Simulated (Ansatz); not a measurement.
**Metals for microwave surfaces, plasmonics and heat sinking**

Surface loss at microwave frequencies, Drude damping in the near infrared and electronic heat conduction all follow from the resistivity and the plasma energy of a metal.

fcc Al serves as the reference. Frequency 10 GHz, photon energy 1.0 eV, T = 300 K, Lorenz number 2.44×10⁻⁸ WΩ/K². All rows are cubic metals, run without spin polarisation.

### Data

Levels of theory (Ansatz, a plane-wave PAW program): resistivity, plasma energy, N(E_F): PBEsol, Boltzmann equation with harmonic phonons, 300 K, mean over directions.

Working rules: R_s = √(πfμ₀ρ) = 6.283 mΩ × √(f ρ); ħγ = ħε₀ω_p²ρ = 0.1345 meV × (ħω_p)² ρ; quality = ω/γ; κ_e = L₀T/ρ = 732/ρ.

| crystal | ρ (μΩ·cm) | ħω_p (eV) | N(E_F) (states/eV/atom) | surface resistance (mΩ) | damping ħγ (meV) | Drude quality | electronic κ (W/(m·K)) |
|---|---|---|---|---|---|---|---|
| YZn (CsCl type) | 67 | 4.0 | 1.50 | 160 | 144 | 6.9 | 11 |
| LiHg (CsCl type) | 8.8 | 8.4 | 0.30 | 59 | 83.5 | 12 | 83 |
| MgLa (CsCl type) | 41 | 3.8 | 1.13 | 130 | 79.6 | 13 | 18 |
| fcc Al, reference | 2.3 | 12.4 | 0.40 | 30 | 47.6 | 21 | 320 |
| TiRe (CsCl type) | 5.5 | 7.9 | 0.60 | 47 | 46.2 | 22 | 130 |
| IrGa (CsCl type) | 11 | 4.8 | 0.24 | 66 | 34.1 | 29 | 67 |
| PdCu (CsCl type) | 4.6 | 6.0 | 0.85 | 43 | 22.3 | 45 | 160 |

Not checked to be the ambient phase: YZn (CsCl type); LiHg (CsCl type); MgLa (CsCl type); TiRe (CsCl type); IrGa (CsCl type); PdCu (CsCl type). Spin–orbit coupling is left out unless named.

### Worked example

Worked for PdCu (CsCl type):

- R_s = 6.283 × √(10 × 4.6) = 43 mΩ
- ħγ = 0.1345 × 6.0² × 4.6 = 22.3 meV
- Drude quality: 1000/22.3 = 45
- κ_e = 732/4.6 = 160 W/(m·K)

Worked for fcc Al:

- R_s = 6.283 × √(10 × 2.3) = 30 mΩ
- ħγ = 0.1345 × 12.4² × 2.3 = 47.6 meV
- Drude quality: 1000/47.6 = 21
- κ_e = 732/2.3 = 320 W/(m·K)

### Result

By Drude quality (highest first): PdCu (CsCl type) (45 ± 8.4), IrGa (CsCl type) (29 ± 5.5), TiRe (CsCl type) (22 ± 4.1) ≈ fcc Al (21 ± 3.9), MgLa (CsCl type) (13 ± 2.4) ≈ LiHg (CsCl type) (12 ± 2.2), YZn (CsCl type) (6.9 ± 1.3). The ± follows from allowances picked for this note (resistivity 12 %, plasma energy 4 %, 12 % for the model), carried to first order and added in quadrature; ≈ joins neighbours closer than their two ± added in quadrature. At the edge of that rule, so that a last digit could turn the call: TiRe (CsCl type) and IrGa (CsCl type). On this figure 2 of 6 candidates do clearly better than the reference.

The usual expectation is that resistivity rises with N(E_F) (a high density of slow d states gives more final states to scatter into without carrying much current). These rows show that weakly (rank correlation 0.39 over 7 rows); without LiHg (CsCl type) it is 0.60.

### Caveats

Only phonon scattering is included, so films lose more. Interband absorption, often the larger optical loss, is outside the Drude quality. Resistivities move by up to 12 % from half the mesh. The rows are a sample of cubic metals; oxides, V to Ni (no spin in these runs) and Tl, Pb, Bi were not drawn. Limits of the draw: cubic metals without O, V to Ni, Tl, Pb or Bi. As a rule kept out of such tables: 4f compounds, open-shell compounds run without a Hubbard term, cells found unstable in the tests at hand, cells close to a higher symmetry, and runs set to a pressure or over 12 % in volume from the crystal's fullest run.
